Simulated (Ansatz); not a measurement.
Relaxed-ion elastic tensor of Tl (hcp (Mg type), space group No. 194) in GPa (Voigt order), PBEsol (plane waves, PAW; program Ansatz); density 11.87 g/cm³, 28.59 Å³ per atom.

|  | 1 | 2 | 3 | 4 | 5 | 6 |
|---|---|---|---|---|---|---|
| 1 | 41.7 | 34.8 | 29.1 | 0.0 | 0.0 | 0.0 |
| 2 | 34.8 | 41.7 | 29.1 | 0.0 | 0.0 | 0.0 |
| 3 | 29.1 | 29.1 | 58.7 | 0.0 | 0.0 | 0.0 |
| 4 | 0.0 | 0.0 | 0.0 | 8.5 | 0.0 | 0.0 |
| 5 | 0.0 | 0.0 | 0.0 | 0.0 | 8.5 | 0.0 |
| 6 | 0.0 | 0.0 | 0.0 | 0.0 | 0.0 | 3.5 |

Problem. Is the crystal mechanically stable?

Solution. Yes: the smallest eigenvalue of C is 3.5 GPa.

Problem. Work out the Voigt, Reuss and Hill averages.

Solution. K_V = 36.5, K_R = 36.1, K_H = 36.3; G_V = 7.3, G_R = 5.6, G_H = 6.5 GPa.

Problem. Give Young's modulus, Poisson's ratio, Pugh's ratio and the universal anisotropy index.

Solution. E = 9KG/(3K + G) = 18.3 GPa; ν = 0.42; K/G = 5.61 (ductile by the Pugh limit of 1.75); A_U = 5G_V/G_R + K_V/K_R − 6 = 1.58.

Problem. Estimate the sound speeds and the Debye temperature.

Solution. v_l = √((K + 4G/3)/ρ) = 1940 m/s, v_t = √(G/ρ) = 738 m/s, mean 837 m/s; Θ = (h/k)(3n/4πV)^(1/3) v_m = 81.5 K.

Problem. How much does each axis shrink under pressure?

Solution. Linear compressibilities β_i = Σ_j S_ij (j = 1 to 3): x 11, y 11, z 6.5 per TPa.

Space group P6_3/mmc (hcp (Mg type)). Symmetry was held in the PBEsol relaxation. As this level gives no gap, shear constants depend on the k-mesh and smearing (Fermi–Dirac, 0.1 eV here). Scalar-relativistic: spin–orbit coupling is off unless named, which matters more the heavier the elements.

Potentials: the later of the program's two PAW sets.
